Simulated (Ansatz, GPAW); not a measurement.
## Sn3Se: programs and potentials compared

```
Sn Se
1.0
     4.74188    0.00000    0.00000
     0.00000    4.74188    0.00000
     0.00000    0.00000    4.74188
Sn Se
3 1
Direct
  0.50000 0.50000 0.00000
  0.50000 0.00000 0.50000
  0.00000 0.50000 0.50000
  0.00000 0.00000 0.00000
```

The cell comes from a database or a generator and needn't be the stable form of this composition.

Alike in all runs: task band structure; functional LDA; k mesh 6 × 6 × 6; occupations fermi-dirac, width 0.05 eV; no spin polarisation; no spin-orbit coupling. LDA stands for any of its common fits. Pressure is positive in compression and, in plane waves, holds the error of the finite cutoff, which Ansatz's Pulay term estimates and takes out.

| program and potentials | plane-wave cutoff (eV) | notes | pressure (GPa) |
| --- | --- | --- | --- |
| Ansatz, Ansatz PAW | 420 | potentials made for PBE, which Ansatz adapts in part; 14.5 valence electrons an atom on average | ? |
| GPAW, the program's PAW data sets (release 1.2.1) made for this functional | 600 | 12 valence electrons an atom on average | -4.08 |
| Ansatz, all-electron LAPW, scalar-relativistic | - | - | -3.91 |

Task: Estimate from the other rows what the run with Ansatz, Ansatz PAW gave.

Result: Pressure -3.92 GPa. Its pressure holds a Pulay term of +0.03 GPa. The other rows, which needn't bracket it: pressure -4.08 to -3.91.
